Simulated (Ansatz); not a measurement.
H4BrN:
```cif
data_H8Br2N2
_chemical_formula_sum 'H8 Br2 N2'
_space_group_name_H-M_alt 'P 1'
_space_group_IT_number 1
_cell_length_a 5.53356
_cell_length_b 5.53356
_cell_length_c 3.94849
_cell_angle_alpha 90.000
_cell_angle_beta 90.000
_cell_angle_gamma 90.000
loop_
_space_group_symop_operation_xyz
  'x, y, z'
loop_
_atom_site_label
_atom_site_type_symbol
_atom_site_fract_x
_atom_site_fract_y
_atom_site_fract_z
_atom_site_occupancy
H1 H 0.00000 0.84471 0.84677 1
H2 H 0.65529 0.50000 0.84677 1
H3 H 0.00000 0.15529 0.84677 1
H4 H 0.34471 0.50000 0.84677 1
H5 H 0.50000 0.65529 0.15323 1
H6 H 0.15529 0.00000 0.15323 1
H7 H 0.50000 0.34471 0.15323 1
H8 H 0.84471 0.00000 0.15323 1
Br1 Br 0.00000 0.50000 0.53086 1
Br2 Br 0.50000 0.00000 0.46914 1
N1 N 0.00000 0.00000 0.00000 1
N2 N 0.50000 0.50000 0.00000 1
```

Relaxed with LDA.

Question: Give the optical modes at the zone centre with their infrared and Raman activity from DFPT, DFT-LDA in the program Ansatz with PAW potentials.

Answer: Transverse frequencies, without the LO–TO term; a row sums one degenerate level.

```
ω (cm⁻¹)  degeneracy  IR ((D/Å)²/amu)  Raman (Å⁴/amu)  activity  symmetry
--------  ----------  ---------------  --------------  --------  --------
74                 2             0.00             1.1     Raman        Eg
86                 1             0.00             3.6     Raman       A1g
163                1             0.00             5.4     Raman       B1g
187                2            10.85               0        IR        Eu
194                1             4.04               0        IR       A2u
207                2             0.00             8.1     Raman        Eg
395                1             0.00               0    silent       A2g
405                2             0.00             3.6     Raman        Eg
420                2             0.02               0        IR        Eu
438                1             0.00               0    silent       B1u
1346               1             0.00             2.2     Raman       B1g
1360               2            11.34               0        IR        Eu
1367               2             0.00             4.3     Raman        Eg
1389               1             6.49               0        IR       A2u
1578               1             0.00               0    silent       A1u
1610               1             0.00               0    silent       B2u
1631               1             0.00             110     Raman       A1g
1637               1             0.00             140     Raman       B2g
2998               1             0.00               0    silent       B2u
3007               2             0.00            4100     Raman        Eg
3008               2           223.20               0        IR        Eu
3009               1             0.00            2700     Raman       B1g
3013               1             0.00            2800     Raman       A1g
3081               1            78.59               0        IR       A2u
```

Question: How high does the top mode go among those that the LO–TO term moves?

Answer: 3106 cm⁻¹ for q along x, 3106 cm⁻¹ for q along y, 3151 cm⁻¹ for q along z.

Space group P4/nmm. The workflow started from a Materials Project entry (that database holds measured and hypothetical structures alike); the Crystallography Open Database files this formula in space group No. 129, but the cells were not matched. Whether it is the stable phase at ambient conditions was not checked. The cell was relaxed with LDA under the symmetry of its start; phonons on a q-mesh show no instability. A crystal of weakly bound molecules computed without a dispersion correction: the cell and the soft elastic constants depend strongly on that.

Potentials: the later of the program's two PAW sets.
